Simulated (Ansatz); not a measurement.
A trial cell of Li₃SnRu, before relaxation:

```cif
data_structure
_symmetry_space_group_name_H-M 'P 1'
_symmetry_Int_Tables_number 1
_cell_length_a 4.2266
_cell_length_b 4.2266
_cell_length_c 8.7130
_cell_angle_alpha 90.000
_cell_angle_beta 90.000
_cell_angle_gamma 90.000
_cell_volume 155.65
loop_
_atom_site_label
_atom_site_type_symbol
_atom_site_fract_x
_atom_site_fract_y
_atom_site_fract_z
_atom_site_occupancy
Li1 Li 0.50000 0.00000 0.00000 1
Li2 Li 0.50000 0.00000 0.50000 1
Li3 Li 0.00000 0.50000 0.00000 1
Li4 Li 0.00000 0.50000 0.50000 1
Li5 Li 0.50000 0.50000 0.77576 1
Li6 Li 0.50000 0.50000 0.22424 1
Sn1 Sn 0.50000 0.50000 0.00000 1
Sn2 Sn 0.50000 0.50000 0.50000 1
Ru1 Ru 0.00000 0.00000 0.74723 1
Ru2 Ru 0.00000 0.00000 0.25277 1
```

Theory: DFT PBE, scalar-relativistic, plane waves, PAW (Ansatz 0.2.0). Cutoff 420 eV, Gaussian smearing, Γ-centred meshes. Cell and atoms relax first on a coarse mesh and then on a finer one. In between, the cell is made exact in the group found at 0.06 Å. In metals the finer mesh still leaves noise of several meV/atom or more. The steps can't lower the symmetry of their start. Collinear spin is switched on along the way, since trial moments persisted in a coarse test.

A guess keeps its type if space group and coordination stay and the shape of the cell changes little (axis ratios within about 15 %, angles within 6°); the volume may change.

Task: Does this structure survive the relaxation?

Result: It doesn't keep its type. The symmetry stays P4/mmm (No. 123). The volume per atom grows by 76.5 %, from 15.6 to 27.5 Å³. The shortest distance goes from 1.95 Å (Li–Sn) to 2.22 Å (Ru–Ru). The ratio c/a of the conventional cell changes by a factor of 1.02. Counting neighbours within 15 % of an atom's shortest distance, the start has Li 1/2, Ru 12, Sn 6 and the end Li 2/6, Ru 1, Sn 6. In detail, at the end Li on a site of symmetry mmm has 2 Sn at 2.54 Å; around Sn on its first site lie 6 Li at 2.54–2.64 Å; Ru is surrounded by 1 Ru at 2.22 Å and 4 Li at 2.77 Å; 3 more sites not described.

```cif
data_structure
_symmetry_space_group_name_H-M 'P4/mmm'
_symmetry_Int_Tables_number 123
_cell_length_a 5.0700
_cell_length_b 5.0700
_cell_length_c 10.6891
_cell_angle_alpha 90.000
_cell_angle_beta 90.000
_cell_angle_gamma 90.000
_cell_volume 274.76
loop_
_atom_site_label
_atom_site_type_symbol
_atom_site_symmetry_multiplicity
_atom_site_Wyckoff_symbol
_atom_site_fract_x
_atom_site_fract_y
_atom_site_fract_z
_atom_site_occupancy
Li1 Li 2 f 0.50000 0.00000 0.00000 1
Li2 Li 2 e 0.50000 0.00000 0.50000 1
Li3 Li 2 h 0.50000 0.50000 0.75259 1
Sn1 Sn 1 c 0.50000 0.50000 0.00000 1
Sn2 Sn 1 d 0.50000 0.50000 0.50000 1
Ru1 Ru 2 g 0.00000 0.00000 0.60363 1
```

The zero of energy is the elements' standard structures at the same level; no fitted shifts are applied. The references include grey tin.

Task: At what energy does it end?

Result: +0.63 eV/atom. The separate elements lie lower, so it is unstable against them.

The last run used collinear spin, an 8×8×4 mesh (in the run's order of axes) for its 10-atom cell and Gaussian smearing of 0.10 eV. Another magnetic order may lie lower. Symmetry constrained the relaxation, so the result can be a saddle point.

In counts of neighbours, a slash parts the counts of unlike sites.
